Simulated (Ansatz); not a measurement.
# One input, then a changed one: SiW (zincblende type)

First run: DFT, PBE, PAW with Ansatz's default frozen-core files, scalar-relativistic (Ansatz 0.2.0).

Command: `ansatz run input.yaml --threads 1 --pin off --max-ram 2048MiB --backend cpu --events-out ev --progress --plain --runs-dir out` It took 2.1 s on 1 thread of Arm Neoverse V1 (shared host), peak memory 0.29 GiB.

```yaml
crystal:
  lattice:
    - [0.0, 2.7921289973, 2.7921289973]
    - [2.7921289973, 0.0, 2.7921289973]
    - [2.7921289973, 2.7921289973, 0.0]
  atoms:
    - { symbol: W, position: [0.0, 0.0, 0.0] }
    - { symbol: Si, position: [0.25, 0.25, 0.25] }
kpoints:
  mp_grid: { grid: [11, 11, 11] }
scf:
  occupations: { method: fermi_dirac, width: 0.08 }
hamiltonian:
  xc: pbe
  pseudopotentials: { kind: paw }
output:
  forces: true
  stress: true
  eigenvalues: true
basis:
  ecutwfc: 300
```

The cell comes from a relaxation on PAW files under the same functional, begun from a prototype that needn't be the stable phase.

This run: the series' base cell, ecut 300.

It converges in 6 SCF iterations at a pressure of 0.12 GPa, cutoff 300 eV.

The input is then changed:

```diff
 scf:
-  occupations: { method: fermi_dirac, width: 0.08 }
+  occupations: { method: gaussian, width: 0.2 }
+  mixing: { preconditioner: local_kerker }
+  initial_density: { chi_scale: 0.1 }
 hamiltonian:
```

What does the second run give?

It converges in 7 SCF iterations at a pressure of 0.11 GPa, cutoff 300 eV, free energy +0.7 meV/atom against the first run's. The settings are coarser than usual, but the energy hardly moved.
